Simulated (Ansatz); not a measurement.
Input:

TiCuSi:
```
CELL_PARAMETERS angstrom
      6.16716     0.00000     0.00000
      0.00000     3.73419     0.00000
      0.00000     0.00000     7.08019
ATOMIC_POSITIONS crystal
  Ti 0.48238 0.75000 0.31567
  Ti 0.51762 0.25000 0.68433
  Ti 0.01762 0.25000 0.81567
  Ti 0.98238 0.75000 0.18433
  Si 0.26867 0.25000 0.11505
  Si 0.73133 0.75000 0.88495
  Si 0.23133 0.75000 0.61505
  Si 0.76867 0.25000 0.38495
  Cu 0.65575 0.25000 0.06863
  Cu 0.34425 0.75000 0.93137
  Cu 0.84425 0.75000 0.56863
  Cu 0.15575 0.25000 0.43137
```

This is the r²SCAN-relaxed structure.

Task: All from the program Ansatz at the r²SCAN level (PAW), unless another level is named. Give the electronic character.

Result: metallic (no gap).

Task: Next, the density of states at the Fermi level?

Result: 0.56 states/eV per atom (mean over ±0.08 eV).

Task: And the formation energy from the elements (no fitted shifts)?

Result: -55 kJ/mol of atoms.

Space group Pnma. The workflow started from a Materials Project entry (that database holds measured and hypothetical structures alike); the Crystallography Open Database copy checked does not list it. Its standing as an ambient phase is unchecked. Symmetry was held in the r²SCAN relaxation; whether a distortion lowers the energy is not shown. No spin polarisation was allowed. The references are the lowest solids computed at this level, not always the standard phases.

Potentials: the later of the program's two PAW sets.
